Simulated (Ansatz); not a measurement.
Input for Ansatz (plane-wave DFT, PAW):

```yaml
crystal:
  lattice:
    - [3.3015590206, 0.0, 0.0]
    - [-1.6507795103, 2.8592339839, 0.0]
    - [0.0, 0.0, 30.3640015552]
  atoms:
    - { symbol: W, position: [0.6666666667, 0.3333333333, 0.0] }
    - { symbol: W, position: [0.3333333333, 0.6666666667, 0.7802788514] }
    - { symbol: W, position: [0.3333333333, 0.6666666667, 0.2197211486] }
    - { symbol: Se, position: [0.3333333333, 0.6666666667, 0.0556788123] }
    - { symbol: Se, position: [0.6666666667, 0.3333333333, 0.8359684609] }
    - { symbol: Se, position: [0.6666666667, 0.3333333333, 0.2753330841] }
    - { symbol: Se, position: [0.3333333333, 0.6666666667, 0.9443211877] }
    - { symbol: Se, position: [0.6666666667, 0.3333333333, 0.7246669159] }
    - { symbol: Se, position: [0.6666666667, 0.3333333333, 0.1640315391] }
basis:
  ecutwfc: 420
kpoints:
  mp_grid: { grid: [12, 12, 1] }
hamiltonian:
  xc: pbesol
scf:
  occupations: { method: gaussian, width: 0.02 }
output:
  forces: true
  stress: true
  eigenvalues: true
relax:
  adjacent_minimum: "off"
  f_tol: 0.01
  max_steps: 30
  cell: { stress_tol: 0.1, fix: [volume] }
```

Launched with
```bash
ansatz run input.yaml --threads 2 --pin off --max-ram 5120MiB --backend cpu --events-out ev --progress --plain --runs-dir out
```

Theory: DFT PBEsol, scalar-relativistic, plane waves, PAW in Ansatz 0.2.0.

From the run's log, abridged:

```
Pseudopotentials: kind: paw
Pseudopotential: W, paw, valence charge 14, recommended cutoff 420 eV (normal)
Pseudopotential: Se, paw, valence charge 16, recommended cutoff 420 eV (normal)
Functional definition: PBEsol
Crystal: 9 atoms, lattice volume = 286.634 Å³
Basis set: ecut = 420 eV, 5705 PW (Γ), exchange–correlation on 48×48×432 points (8 copies of the dense FFT grid, shifted against one another)
Bands: 83, of which v1, the nominal top of the filled ones, is band 69 counted from 1 (68 counted from 0)
Symmetry: 12 space group operations
Space group: P-6m2 (ITA 187), of the structure as read, at distance tolerance 6.6e-5 Å
k-points: 19 of 144 (time reversal used)
Initial density: superposition of atomic densities (neutral atoms: chi_scale 0, normalization atom), corrected by the library's trained network
Initial wavefunctions: pseudopotential atomic-orbital guess
Functional: x = pbesol(κ = 0.804, μ = 0.12345679), c = pbesol(β = 0.046)
SCF iter   1: F=—  HF=-63320.197747 eV  |F-HF|=—  |Δ(HF+E_count)|=         —  Δρ=4.25e-3  dr2=9.49e-2  ethr=1.77e-3  ⟨swp⟩=7.6  Hψ=5924  notcnv=0  defer=4
SCF iter   2: F=—  HF=-63320.193866 eV  |F-HF|=—  |Δ(HF+E_count)|=   3.88e-3  Δρ=2.40e-3  dr2=2.42e-2  ethr=6.88e-5  ⟨swp⟩=2.9  Hψ=2627  notcnv=0  defer=104
SCF iter   3: F=—  HF=-63320.193900 eV  |F-HF|=—  |Δ(HF+E_count)|=   3.30e-5  Δρ=1.48e-3  dr2=2.96e-3  ethr=1.75e-5  ⟨swp⟩=2.0  Hψ=1944  notcnv=0  defer=104
SCF iter   4: F=—  HF=-63320.195960 eV  |F-HF|=—  |Δ(HF+E_count)|=   2.06e-3  Δρ=3.66e-4  dr2=7.24e-4  ethr=2.15e-6  ⟨swp⟩=2.5  Hψ=2653  notcnv=0  defer=104
SCF iter   5: F=—  HF=-63320.196020 eV  |F-HF|=—  |Δ(HF+E_count)|=   6.03e-5  Δρ=9.25e-5  dr2=5.46e-5  ethr=5.24e-7  ⟨swp⟩=2.2  Hψ=1938  notcnv=0  defer=104
SCF iter   6: F=—  HF=-63320.196017 eV  |F-HF|=—  |Δ(HF+E_count)|=   2.94e-6  Δρ=3.76e-5  dr2=8.15e-6  ethr=3.96e-8  ⟨swp⟩=2.2  Hψ=2678  notcnv=0  defer=104
SCF iter   7: F=—  HF=-63320.196021 eV  |F-HF|=—  |Δ(HF+E_count)|=   3.80e-6  Δρ=1.60e-5  dr2=1.41e-6  ethr=5.91e-9  ⟨swp⟩=2.0  Hψ=2588  notcnv=0  defer=104
SCF iter   8: F=—  HF=-63320.196022 eV  |F-HF|=—  |Δ(HF+E_count)|=   1.09e-6  Δρ=5.62e-6  dr2=2.72e-7  ethr=1.02e-9  ⟨swp⟩=2.0  Hψ=1956  notcnv=0  defer=104
SCF iter   9: F=—  HF=-63320.196022 eV  |F-HF|=—  |Δ(HF+E_count)|=   1.04e-7  Δρ=5.03e-6  dr2=2.25e-7  ethr=7.25e-11  ⟨swp⟩=12.7  Hψ=7471  notcnv=0
SCF iter  10: F=-63320.196022 eV  HF=-63320.196022 eV  |F-HF|=5.95e-9  |Δ(HF+E_count)|=   1.97e-8  Δρ=1.34e-6  dr2=7.01e-9  ethr=7.25e-11  ⟨swp⟩=3.7  Hψ=6075  notcnv=0
SCF iter  11: F=-63320.196022 eV  HF=-63320.196022 eV  |F-HF|=1.09e-10  |Δ(HF+E_count)|=   7.96e-9  Δρ=3.54e-7  dr2=6.79e-10  ethr=5.08e-12  ⟨swp⟩=2.8  Hψ=4770  notcnv=0
SCF 1 converged in 11 iterations: F = -63320.196022 eV  dr2 = 6.79e-10
relax step   1: F+E_penalty+E_count = -63320.19602216 eV  Δ(F+E_penalty+E_count) = +0.000e0 eV  max|allowed force component| = 4.784e-1 eV/Å  Δτ_max = 0.0000 Å  P = -2.483 GPa  Ω = 286.634 Å³  fix = [volume]  reactions: volume -2.483 GPa (11 SCF iters, dr2 threshold 1.00e-7 eV, accepted)
Basis set: ecut = 420 eV, 5695 PW (Γ), exchange–correlation on 48×48×432 points (8 copies of the dense FFT grid, shifted against one another)
Initial density: handed on by an earlier stage of this run
Initial wavefunctions: those handed on with the density
SCF iter   1: F=—  HF=-63320.217113 eV  |F-HF|=—  |Δ(HF+E_count)|=         —  Δρ=5.97e-3  dr2=1.67e-1  ethr=1.17e-4  ⟨swp⟩=2.8  Hψ=7165  notcnv=0
SCF iter   2: F=—  HF=-63320.192548 eV  |F-HF|=—  |Δ(HF+E_count)|=   2.46e-2  Δρ=2.71e-3  dr2=2.44e-2  ethr=1.17e-4  ⟨swp⟩=2.8  Hψ=2276  notcnv=0
SCF iter   3: F=—  HF=-63320.189016 eV  |F-HF|=—  |Δ(HF+E_count)|=   3.53e-3  Δρ=1.54e-3  dr2=5.26e-3  ethr=1.77e-5  ⟨swp⟩=2.6  Hψ=2259  notcnv=0
SCF iter   4: F=—  HF=-63320.188574 eV  |F-HF|=—  |Δ(HF+E_count)|=   4.42e-4  Δρ=6.01e-4  dr2=1.69e-3  ethr=3.81e-6  ⟨swp⟩=2.1  Hψ=2876  notcnv=0
SCF iter   5: F=—  HF=-63320.188338 eV  |F-HF|=—  |Δ(HF+E_count)|=   2.36e-4  Δρ=1.65e-4  dr2=1.44e-4  ethr=1.22e-6  ⟨swp⟩=2.4  Hψ=2802  notcnv=0
SCF iter   6: F=—  HF=-63320.188323 eV  |F-HF|=—  |Δ(HF+E_count)|=   1.51e-5  Δρ=6.27e-5  dr2=3.68e-5  ethr=1.04e-7  ⟨swp⟩=2.0  Hψ=2800  notcnv=0
SCF iter   7: F=—  HF=-63320.188328 eV  |F-HF|=—  |Δ(HF+E_count)|=   4.71e-6  Δρ=2.27e-5  dr2=5.25e-6  ethr=2.66e-8  ⟨swp⟩=2.0  Hψ=1876  notcnv=0
SCF iter   8: F=-63320.188330 eV  HF=-63320.188330 eV  |F-HF|=2.46e-7  |Δ(HF+E_count)|=   2.50e-6  Δρ=8.88e-6  dr2=5.87e-7  ethr=6.52e-10  ⟨swp⟩=6.6  Hψ=7408  notcnv=0
SCF 2 converged in 8 iterations: F = -63320.188330 eV  dr2 = 5.87e-7
relax step   2: F+E_penalty+E_count = -63320.18832987 eV  Δ(F+E_penalty+E_count) = +7.692e-3 eV  max|allowed force component| = 6.588e-1 eV/Å  Δτ_max = 0.1230 Å  P = +2.008 GPa  Ω = 286.634 Å³  energy of the carried Pulay correction = +2.240e-17 eV  fix = [volume]  (8 SCF iters, dr2 threshold 9.00e-7 eV, rejected (line search))
Basis set: ecut = 420 eV, 5707 PW (Γ), exchange–correlation on 48×48×432 points (8 copies of the dense FFT grid, shifted against one another)
SCF iter   1: F=—  HF=-63320.262162 eV  |F-HF|=—  |Δ(HF+E_count)|=         —  Δρ=3.28e-3  dr2=4.60e-2  ethr=3.75e-5  ⟨swp⟩=2.9  Hψ=6235  notcnv=0
SCF iter   2: F=—  HF=-63320.255270 eV  |F-HF|=—  |Δ(HF+E_count)|=   6.89e-3  Δρ=1.48e-3  dr2=8.17e-3  ethr=3.33e-5  ⟨swp⟩=2.8  Hψ=2225  notcnv=0  defer=1
SCF iter   3: F=—  HF=-63320.254131 eV  |F-HF|=—  |Δ(HF+E_count)|=   1.14e-3  Δρ=8.63e-4  dr2=1.76e-3  ethr=5.92e-6  ⟨swp⟩=2.3  Hψ=2197  notcnv=0
SCF iter   4: F=—  HF=-63320.253941 eV  |F-HF|=—  |Δ(HF+E_count)|=   1.90e-4  Δρ=3.76e-4  dr2=6.65e-4  ethr=1.27e-6  ⟨swp⟩=2.0  Hψ=2462  notcnv=0
SCF iter   5: F=—  HF=-63320.253834 eV  |F-HF|=—  |Δ(HF+E_count)|=   1.07e-4  Δρ=1.00e-4  dr2=4.85e-5  ethr=4.82e-7  ⟨swp⟩=2.5  Hψ=2393  notcnv=0
SCF iter   6: F=—  HF=-63320.253832 eV  |F-HF|=—  |Δ(HF+E_count)|=   1.83e-6  Δρ=3.44e-5  dr2=1.01e-5  ethr=3.52e-8  ⟨swp⟩=2.0  Hψ=2684  notcnv=0
SCF iter   7: F=—  HF=-63320.253818 eV  |F-HF|=—  |Δ(HF+E_count)|=   1.41e-5  Δρ=1.29e-5  dr2=1.70e-6  ethr=7.30e-9  ⟨swp⟩=2.0  Hψ=1882  notcnv=0
SCF iter   8: F=—  HF=-63320.253818 eV  |F-HF|=—  |Δ(HF+E_count)|=   6.11e-7  Δρ=5.71e-6  dr2=2.56e-7  ethr=1.23e-9  ⟨swp⟩=2.0  Hψ=2080  notcnv=0
SCF iter   9: F=—  HF=-63320.253818 eV  |F-HF|=—  |Δ(HF+E_count)|=   2.77e-8  Δρ=3.29e-6  dr2=9.74e-8  ethr=1.85e-10  ⟨swp⟩=2.1  Hψ=1997  notcnv=0
SCF iter  10: F=—  HF=-63320.253818 eV  |F-HF|=—  |Δ(HF+E_count)|=   4.03e-9  Δρ=1.09e-6  dr2=9.36e-9  ethr=7.06e-11  ⟨swp⟩=2.0  Hψ=1838  notcnv=0
SCF iter  11: F=—  HF=-63320.253818 eV  |F-HF|=—  |Δ(HF+E_count)|=   5.73e-9  Δρ=3.14e-7  dr2=9.03e-10  ethr=6.78e-12  ⟨swp⟩=2.0  Hψ=2047  notcnv=0
SCF iter  12: F=-63320.253818 eV  HF=-63320.253818 eV  |F-HF|=1.46e-11  |Δ(HF+E_count)|=  4.29e-10  Δρ=1.01e-7  dr2=7.37e-11  ethr=1.00e-12  ⟨swp⟩=6.8  Hψ=6656  notcnv=0
SCF 3 converged in 12 iterations: F = -63320.253818 eV  dr2 = 7.37e-11
relax step   3: F+E_penalty+E_count = -63320.25381850 eV  Δ(F+E_penalty+E_count) = -5.780e-2 eV  max|allowed force component| = 7.802e-2 eV/Å  Δτ_max = 0.0556 Å  P = -0.514 GPa  Ω = 286.634 Å³  energy of the carried Pulay correction = +1.120e-17 eV  fix = [volume]  reactions: volume -0.514 GPa (12 SCF iters, accepted)
Basis set: ecut = 420 eV, 5719 PW (Γ), exchange–correlation on 48×48×432 points (8 copies of the dense FFT grid, shifted against one another)
SCF iter   1: F=—  HF=-63320.262687 eV  |F-HF|=—  |Δ(HF+E_count)|=         —  Δρ=3.53e-3  dr2=3.53e-2  ethr=2.38e-5  ⟨swp⟩=2.9  Hψ=6358  notcnv=0
SCF iter   2: F=—  HF=-63320.258859 eV  |F-HF|=—  |Δ(HF+E_count)|=   3.83e-3  Δρ=1.72e-3  dr2=1.02e-2  ethr=2.38e-5  ⟨swp⟩=3.1  Hψ=2072  notcnv=0
SCF iter   3: F=—  HF=-63320.257942 eV  |F-HF|=—  |Δ(HF+E_count)|=   9.18e-4  Δρ=1.03e-3  dr2=4.12e-3  ethr=7.38e-6  ⟨swp⟩=2.8  Hψ=2118  notcnv=0
SCF iter   4: F=—  HF=-63320.257555 eV  |F-HF|=—  |Δ(HF+E_count)|=   3.87e-4  Δρ=1.53e-4  dr2=9.64e-5  ethr=2.99e-6  ⟨swp⟩=2.0  Hψ=2128  notcnv=0
SCF iter   5: F=—  HF=-63320.257520 eV  |F-HF|=—  |Δ(HF+E_count)|=   3.47e-5  Δρ=7.15e-5  dr2=3.88e-5  ethr=6.98e-8  ⟨swp⟩=2.5  Hψ=2912  notcnv=0
SCF iter   6: F=—  HF=-63320.257516 eV  |F-HF|=—  |Δ(HF+E_count)|=   3.45e-6  Δρ=2.30e-5  dr2=4.02e-6  ethr=2.81e-8  ⟨swp⟩=2.0  Hψ=1901  notcnv=0
SCF iter   7: F=—  HF=-63320.257517 eV  |F-HF|=—  |Δ(HF+E_count)|=   2.82e-7  Δρ=1.37e-5  dr2=1.53e-6  ethr=2.92e-9  ⟨swp⟩=2.0  Hψ=2760  notcnv=0
SCF iter   8: F=-63320.257517 eV  HF=-63320.257517 eV  |F-HF|=2.58e-8  |Δ(HF+E_count)|=   4.16e-7  Δρ=5.13e-6  dr2=2.20e-7  ethr=2.76e-10  ⟨swp⟩=5.8  Hψ=7034  notcnv=0
SCF 4 converged in 8 iterations: F = -63320.257517 eV  dr2 = 2.20e-7
relax step   4: F+E_penalty+E_count = -63320.25751707 eV  Δ(F+E_penalty+E_count) = -3.699e-3 eV  max|allowed force component| = 8.483e-3 eV/Å  Δτ_max = 0.0630 Å  P = -0.124 GPa  Ω = 286.634 Å³  energy of the carried Pulay correction = -2.240e-17 eV  fix = [volume]  reactions: volume -0.124 GPa (8 SCF iters, dr2 threshold 3.80e-7 eV, accepted)
SCF iter   1: F=—  HF=-63320.276972 eV  |F-HF|=—  |Δ(HF+E_count)|=         —  Δρ=6.46e-3  dr2=1.17e-1  ethr=8.15e-5  ⟨swp⟩=2.9  Hψ=6566  notcnv=0
SCF iter   2: F=—  HF=-63320.264288 eV  |F-HF|=—  |Δ(HF+E_count)|=   1.27e-2  Δρ=3.16e-3  dr2=3.46e-2  ethr=8.15e-5  ⟨swp⟩=3.5  Hψ=2112  notcnv=0
SCF iter   3: F=—  HF=-63320.261239 eV  |F-HF|=—  |Δ(HF+E_count)|=   3.05e-3  Δρ=1.89e-3  dr2=1.45e-2  ethr=2.51e-5  ⟨swp⟩=3.7  Hψ=2298  notcnv=0
SCF iter   4: F=—  HF=-63320.259878 eV  |F-HF|=—  |Δ(HF+E_count)|=   1.36e-3  Δρ=2.72e-4  dr2=2.43e-4  ethr=1.05e-5  ⟨swp⟩=2.2  Hψ=2171  notcnv=0  defer=11
SCF iter   5: F=—  HF=-63320.259874 eV  |F-HF|=—  |Δ(HF+E_count)|=   4.14e-6  Δρ=1.03e-4  dr2=8.29e-5  ethr=1.76e-7  ⟨swp⟩=2.5  Hψ=2942  notcnv=0  defer=11
SCF iter   6: F=—  HF=-63320.259850 eV  |F-HF|=—  |Δ(HF+E_count)|=   2.35e-5  Δρ=3.99e-5  dr2=1.16e-5  ethr=6.00e-8  ⟨swp⟩=2.0  Hψ=2764  notcnv=0  defer=11
SCF iter   7: F=—  HF=-63320.259837 eV  |F-HF|=—  |Δ(HF+E_count)|=   1.27e-5  Δρ=2.90e-5  dr2=8.15e-6  ethr=8.39e-9  ⟨swp⟩=2.2  Hψ=2748  notcnv=0  defer=11
SCF iter   8: F=—  HF=-63320.259838 eV  |F-HF|=—  |Δ(HF+E_count)|=   6.51e-7  Δρ=7.05e-6  dr2=1.94e-7  ethr=5.90e-9  ⟨swp⟩=2.0  Hψ=1947  notcnv=0  defer=11
SCF iter   9: F=—  HF=-63320.259838 eV  |F-HF|=—  |Δ(HF+E_count)|=   3.08e-8  Δρ=1.84e-6  dr2=2.18e-8  ethr=1.41e-10  ⟨swp⟩=2.9  Hψ=2832  notcnv=0  defer=11
SCF iter  10: F=—  HF=-63320.259838 eV  |F-HF|=—  |Δ(HF+E_count)|=   2.10e-8  Δρ=1.36e-6  dr2=1.57e-8  ethr=1.58e-11  ⟨swp⟩=2.0  Hψ=2811  notcnv=0  defer=11
SCF iter  11: F=—  HF=-63320.259838 eV  |F-HF|=—  |Δ(HF+E_count)|=  1.96e-10  Δρ=6.92e-7  dr2=4.25e-9  ethr=1.14e-11  ⟨swp⟩=2.0  Hψ=2740  notcnv=0  defer=11
SCF iter  12: F=-63320.259838 eV  HF=-63320.259838 eV  |F-HF|=5.09e-11  |Δ(HF+E_count)|=  3.86e-10  Δρ=1.84e-7  dr2=1.89e-10  ethr=1.00e-12  ⟨swp⟩=6.8  Hψ=7281  notcnv=0
SCF 5 converged in 12 iterations: F = -63320.259838 eV  dr2 = 1.89e-10
relax step   5: F+E_penalty+E_count = -63320.25983800 eV  Δ(F+E_penalty+E_count) = -2.321e-3 eV  max|allowed force component| = 2.843e-2 eV/Å  Δτ_max = 0.1068 Å  P = +0.067 GPa  Ω = 286.634 Å³  energy of the carried Pulay correction = +1.120e-17 eV  fix = [volume]  reactions: volume +0.067 GPa (12 SCF iters, accepted)
SCF iter   1: F=—  HF=-63320.260227 eV  |F-HF|=—  |Δ(HF+E_count)|=         —  Δρ=7.62e-4  dr2=1.60e-3  ethr=1.23e-6  ⟨swp⟩=2.9  Hψ=5978  notcnv=0
SCF iter   2: F=—  HF=-63320.260056 eV  |F-HF|=—  |Δ(HF+E_count)|=   1.70e-4  Δρ=3.73e-4  dr2=4.77e-4  ethr=1.16e-6  ⟨swp⟩=2.0  Hψ=1744  notcnv=0
SCF iter   3: F=—  HF=-63320.260005 eV  |F-HF|=—  |Δ(HF+E_count)|=   5.18e-5  Δρ=2.23e-4  dr2=2.11e-4  ethr=3.46e-7  ⟨swp⟩=2.1  Hψ=1868  notcnv=0
SCF iter   4: F=—  HF=-63320.259987 eV  |F-HF|=—  |Δ(HF+E_count)|=   1.79e-5  Δρ=3.24e-5  dr2=3.95e-6  ethr=1.53e-7  ⟨swp⟩=2.0  Hψ=1935  notcnv=0
SCF iter   5: F=—  HF=-63320.259959 eV  |F-HF|=—  |Δ(HF+E_count)|=   2.75e-5  Δρ=1.33e-5  dr2=1.32e-6  ethr=2.86e-9  ⟨swp⟩=2.7  Hψ=2831  notcnv=0
SCF iter   6: F=—  HF=-63320.259959 eV  |F-HF|=—  |Δ(HF+E_count)|=   1.96e-7  Δρ=4.68e-6  dr2=1.56e-7  ethr=9.59e-10  ⟨swp⟩=3.0  Hψ=2758  notcnv=0
SCF iter   7: F=—  HF=-63320.259959 eV  |F-HF|=—  |Δ(HF+E_count)|=   2.01e-8  Δρ=2.98e-6  dr2=7.40e-8  ethr=3.66e-11  ⟨swp⟩=7.5  Hψ=6937  notcnv=0
SCF iter   8: F=-63320.259959 eV  HF=-63320.259959 eV  |F-HF|=1.96e-10  |Δ(HF+E_count)|=   2.39e-8  Δρ=9.22e-7  dr2=8.12e-9  ethr=3.66e-11  ⟨swp⟩=5.8  Hψ=4997  notcnv=0
SCF 6 converged in 8 iterations: F = -63320.259959 eV  dr2 = 8.12e-9
relax step   6: F+E_penalty+E_count = -63320.25995912 eV  Δ(F+E_penalty+E_count) = -1.211e-4 eV  max|allowed force component| = 1.072e-3 eV/Å  Δτ_max = 0.0130 Å  P = +0.021 GPa  Ω = 286.634 Å³  energy of the carried Pulay correction = +1.120e-17 eV  fix = [volume]  reactions: volume +0.021 GPa (8 SCF iters, dr2 threshold 5.05e-8 eV, accepted)
Initial wavefunctions: pseudopotential atomic-orbital guess (no wavefunctions were taken with the density)
SCF iter   1: F=—  HF=-63320.254427 eV  |F-HF|=—  |Δ(HF+E_count)|=         —  Δρ=2.54e-4  dr2=4.73e-6  ethr=1.02e-7  ⟨swp⟩=4.8  Hψ=10895  notcnv=0
SCF iter   2: F=—  HF=-63320.257942 eV  |F-HF|=—  |Δ(HF+E_count)|=   3.51e-3  Δρ=1.28e-4  dr2=1.14e-6  ethr=3.43e-9  ⟨swp⟩=3.2  Hψ=2809  notcnv=0
SCF iter   3: F=—  HF=-63320.259927 eV  |F-HF|=—  |Δ(HF+E_count)|=   1.99e-3  Δρ=1.61e-5  dr2=6.83e-7  ethr=8.27e-10  ⟨swp⟩=3.3  Hψ=2767  notcnv=0
SCF iter   4: F=—  HF=-63320.259981 eV  |F-HF|=—  |Δ(HF+E_count)|=   5.41e-5  Δρ=4.88e-6  dr2=4.81e-8  ethr=4.95e-10  ⟨swp⟩=3.0  Hψ=2180  notcnv=0
SCF iter   5: F=—  HF=-63320.259988 eV  |F-HF|=—  |Δ(HF+E_count)|=   7.26e-6  Δρ=1.05e-6  dr2=2.02e-9  ethr=3.49e-11  ⟨swp⟩=3.0  Hψ=2368  notcnv=0
SCF iter   6: F=—  HF=-63320.259989 eV  |F-HF|=—  |Δ(HF+E_count)|=   5.33e-7  Δρ=4.02e-7  dr2=9.08e-10  ethr=1.00e-12  ⟨swp⟩=9.2  Hψ=7239  notcnv=0
SCF iter   7: F=-63320.259989 eV  HF=-63320.259989 eV  |F-HF|=1.53e-9  |Δ(HF+E_count)|=   4.21e-8  Δρ=1.32e-7  dr2=1.02e-10  ethr=1.00e-12  ⟨swp⟩=4.3  Hψ=6325  notcnv=0
SCF 7 converged in 7 iterations: F = -63320.259989 eV  dr2 = 1.02e-10
SCF converged after 7 iterations
Free energy (F): -63320.259989 eV
Harris-Foulkes:  -63320.259989 eV  (|F-HF|=1.53e-9)
Internal energy: -63320.259989 eV  (E = F + TS)
E sigma→0 (E₀):  -63320.259989 eV
Fermi energy:    6.837330 eV
--- Per-component energies (eV) ---
  E_band       = -3430.523748
  E_kinetic    = 2070.267178
  E_local      = -152229.590607  (includes V_loc(G=0)·N_el)
  E_nonlocal   = -3543.137603
  E_hartree    = 75329.438999
  E_xc         = -1419.278884
  E_vxc        = -1309.241106  (∫ρ·V_xc dr)
  E_paw        = -36516.934412  (= ΣΔE_a)
  E_vpaw       = 922.304481  (= ΣTr[D̂ρ^β])
  E_aug_tail   = -0.003832  (compensation charges beyond the density's cutoff)
  E_ewald      = 52982.263093
  E_core_change = 6.716079  (= ΣΔE_core)
  E_smearing   =  0.000000  (= −TS)
--- Forces (eV/Å), atoms counted from 1 ---
  atom   1  W      0.00000000     0.00000000     0.00000000
  atom   2  W      0.00000000     0.00000000    -0.00029640
  atom   3  W      0.00000000     0.00000000     0.00029640
  atom   4  Se     0.00000000     0.00000000     0.00107166
  atom   5  Se     0.00000000     0.00000000     0.00087034
  atom   6  Se     0.00000000     0.00000000     0.00081171
  atom   7  Se     0.00000000     0.00000000    -0.00107166
  atom   8  Se     0.00000000     0.00000000    -0.00081171
  atom   9  Se     0.00000000     0.00000000    -0.00087034
--- Stress (GPa, compression-positive) ---
        0.029513       0.000000       0.000000
        0.000000       0.029513       0.000000
        0.000000       0.000000       0.006753
  P = ⅓ Tr σ = 0.0219 GPa (0.219 kbar)
--- Band table (eV; the first three rows and the last of 19) ---
  k-point 0: bands = ["-67.8001", "-67.7974", "-67.7974", "-41.4750", "-41.4750", "-41.4744", "-41.4744", "-41.4697", "-41.4697", "-41.4697", "-41.4697", "-41.4566", "-41.4566", "-41.4566", "-41.4566", "-41.4458", "-41.4458", "-41.4446", "-41.4446", "-41.4403", "-41.4403", "-41.4403", "-41.4403", "-41.4339", "-41.4318", "-41.4280", "-41.4280", "-41.4234", "-41.4234", "-41.4234", "-41.4234", "-41.4095", "-41.4095", "-32.1013", "-32.0988", "-32.0988", "-31.9461", "-31.9461", "-31.9434", "-31.9434", "-31.9434", "-31.9434", "-8.9050", "-8.8318", "-8.7622", "-7.6633", "-7.5336", "-7.4240", "-0.6150", "-0.2848", "0.0648", "3.0710", "3.7389", "3.7389", "3.7442", "3.7442", "3.7478", "3.7478", "3.768 ...
  k-point 1: bands = ["-67.7993", "-67.7966", "-67.7966", "-41.4749", "-41.4747", "-41.4744", "-41.4741", "-41.4697", "-41.4697", "-41.4693", "-41.4693", "-41.4566", "-41.4566", "-41.4563", "-41.4563", "-41.4459", "-41.4459", "-41.4448", "-41.4447", "-41.4404", "-41.4404", "-41.4403", "-41.4403", "-41.4338", "-41.4316", "-41.4278", "-41.4278", "-41.4235", "-41.4235", "-41.4235", "-41.4235", "-41.4093", "-41.4093", "-32.0977", "-32.0952", "-32.0952", "-31.9633", "-31.9606", "-31.9606", "-31.9501", "-31.9474", "-31.9474", "-8.7968", "-8.7239", "-8.6544", "-7.6055", "-7.4788", "-7.3723", "-0.4776", "-0.1490", "0.2018", "2.9528", "3.4131", "3.4221", "3.4285", "3.5681", "3.8426", "3.8499", "3.855 ...
  k-point 2: bands = ["-67.7972", "-67.7945", "-67.7945", "-41.4748", "-41.4746", "-41.4738", "-41.4732", "-41.4697", "-41.4697", "-41.4685", "-41.4685", "-41.4567", "-41.4567", "-41.4554", "-41.4554", "-41.4461", "-41.4460", "-41.4454", "-41.4448", "-41.4407", "-41.4407", "-41.4404", "-41.4404", "-41.4334", "-41.4311", "-41.4274", "-41.4274", "-41.4239", "-41.4239", "-41.4236", "-41.4236", "-41.4089", "-41.4089", "-32.0880", "-32.0855", "-32.0855", "-32.0100", "-32.0073", "-32.0073", "-31.9609", "-31.9582", "-31.9582", "-8.4859", "-8.4142", "-8.3454", "-7.4395", "-7.3221", "-7.2248", "-0.0945", "0.2263", "0.5777", "2.6171", "2.6273", "2.6603", "2.6641", "3.0786", "3.3983", "4.1284", "4.1410 ...
  k-point 18: bands = ["-67.7873", "-67.7846", "-67.7846", "-41.4731", "-41.4718", "-41.4716", "-41.4715", "-41.4674", "-41.4674", "-41.4666", "-41.4666", "-41.4543", "-41.4543", "-41.4536", "-41.4536", "-41.4479", "-41.4469", "-41.4460", "-41.4458", "-41.4420", "-41.4420", "-41.4414", "-41.4414", "-41.4315", "-41.4290", "-41.4254", "-41.4254", "-41.4251", "-41.4251", "-41.4246", "-41.4246", "-41.4069", "-41.4069", "-32.1354", "-32.1328", "-32.1328", "-32.1068", "-32.1041", "-32.1041", "-32.0415", "-32.0390", "-32.0390", "-6.4396", "-6.4305", "-6.4305", "-6.3563", "-6.3453", "-6.3453", "0.5123", "0.5708", "0.6265", "0.6898", "0.7082", "0.7146", "1.5320", "1.6207", "1.6949", "2.1871", "2.1962 ...
--- Relaxed structure (6 steps of the walk, 5 accepted, 1 SCFs on fresh bases) ---
  F+E_penalty+E_count = -63320.25998887 eV   max|allowed force component| = 1.072e-3 eV/Å   (the final SCF, on the basis selected at the relaxed cell)
  cell:  # Å, volume = 286.6340 Å³
    - [3.27019643, 0.0, 0.0]
    - [-1.63509821, 2.83207318, 0.0]
    - [0.0, 0.0, 30.94920194]
  atoms:
    - { symbol: W, position: [0.66666666, 0.33333333, 0.0] }
    - { symbol: W, position: [0.33333333, 0.66666666, 0.78650226] }
    - { symbol: W, position: [0.33333333, 0.66666666, 0.21349773] }
    - { symbol: Se, position: [0.33333333, 0.66666666, 0.05410402] }
    - { symbol: Se, position: [0.66666666, 0.33333333, 0.84061557] }
    - { symbol: Se, position: [0.66666666, 0.33333333, 0.26753569] }
    - { symbol: Se, position: [0.33333333, 0.66666666, 0.94589597] }
    - { symbol: Se, position: [0.66666666, 0.33333333, 0.73246430] }
    - { symbol: Se, position: [0.66666666, 0.33333333, 0.15938442] }
```

The relaxation met its thresholds.

Time: 3.1 min on 2 threads of Intel(R) Xeon(R) Platinum 8259CL CPU @ 2.50GHz (Skylake/Cascade Lake) (shared host), peak memory 0.86 GiB.

Spin–orbit coupling is left out, which can shift energies with elements as heavy as these. The cell holds layers, and where no dispersion correction was added their binding is poorly described.